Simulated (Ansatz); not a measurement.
**Cs, first-principles data**

Cs:
```
Cs
1.0
   -2.51149     2.51149     9.09384
    2.51149    -2.51149     9.09384
    2.51149     2.51149    -9.09384
Cs
2
Direct
  0.25000   0.75000   0.50000
  0.50000   0.50000   0.00000
```

Space group I4_1/amd (No. 141); conventional cell a = 5.0230 Å, b = 5.0230 Å, c = 18.1877 Å, α = 90.00°, β = 90.00°, γ = 90.00°.

Method: PBEsol in the plane-wave PAW code Ansatz. Geometry: relaxed at this level of theory. Other levels are named where they apply.

### Cell and energy

```yaml
volume_per_atom: 114.72 Å³
density: 1.92 g/cm³
```

### Electronic structure

```yaml
electronic_character: metallic (no gap)
Density of states at the Fermi level: 1.1 states/eV per atom (mean over ±0.08 eV)
Gap with spin–orbit coupling: none (metallic)
```

### Mechanics

```yaml
Bulk modulus (Birch–Murnaghan fit): 1.8 GPa
Pressure derivative B′: 3.5
```

### Phonons

```yaml
highest_zone_centre_frequency: 37 cm⁻¹
zone_centre_stability: no imaginary mode at Γ
```

The first step of the workflow began from a Materials Project structure, measured or hypothetical; the Crystallography Open Database copy checked does not list it. It is not the phase usual at ambient conditions (space group No. 229). The cell was relaxed with PBEsol under the symmetry of its start. As this level gives no gap, phonon frequencies hold no LO–TO term and depend on the k-mesh and smearing (Fermi–Dirac, 0.1 eV here). Axis ratios of metals converge slowly with the k-mesh, so a and c are less sure than the volume. Scalar-relativistic: spin–orbit coupling is off unless named, which matters more the heavier the elements.

Potentials: the earlier of the program's two PAW sets.
